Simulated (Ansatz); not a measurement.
Se:
```
CELL_PARAMETERS angstrom
      0.00000     3.14346     3.14346
      3.14346     0.00000     3.14346
      3.14346     3.14346     0.00000
ATOMIC_POSITIONS crystal
  Se 0.00000 0.00000 0.00000
  Se 0.25000 0.25000 0.25000
```

Relaxed with r²SCAN.

Q: Map the valence electron density (e/Å³), cut off at 0.9 on the plane through (0.000, 0.000, 0.000) spanned by u = [1, 0, 0] and v = [-1, 1, 1] in lattice vectors, from the program Ansatz at the r²SCAN level (PAW).

A: x is the fraction of u, y of v (the angle between them is 90°; rows are the nearest grid lines); atoms in the plane: Se at (0.00, 0.00), Se at (0.50, 0.25).
```
|@@@@@+-..     ..-+@@@@@|
|@@@@%+:.       .:+%@@@@|
|@@@%+:.         .:+%@@@|
|@%#+-..         ..-+#%@|
|+==-:.           .:-==+|
|...                 ...|
|                       |
|                       |
|                       |
|                       |
|                       |
|                       |
|          ...          |
|      ..:-===-:..      |
|     ..:=*#%#*=:..     |
|     .:=#@@@@@#=:.     |
|    .:=%@@@@@@@%=:.    |
|   ..:+@@@@@@@@@+:..   |
|....:-+@@@@@@@@@+-:....|
|++=---=*@@@@@@@*=---=++|
|@%#+=--=*%@@@%*=--=+#%@|
|@@@%*=--=++*++=--=*%@@@|
|@@@@@+-:.......:-+@@@@@|
|@@@@@+-..     ..-+@@@@@|
```
Scale: ten equal steps from 0.008 (start of ' ') to 0.900 (end of '@'), in the order ' .:-=+*#%@'; x runs from 0.000 to 1.00, y from 0.000 (bottom) to 1.00 (top).

The density is the valence pseudo-density with augmentation charge, so density and ELF within about 1 Å of a nucleus are not all-electron values.

Space group Fd-3m (diamond). The start of the workflow was typed in or built on a structure type; neither database checked (COD, Materials Project) lists it. It is not the phase usual at ambient conditions (space group No. 152). Symmetry was held in the r²SCAN relaxation; its stability against distortions is not shown here. The volume moved by 26 % from the start of the relaxation.

Potentials: the earlier of the program's two PAW sets.
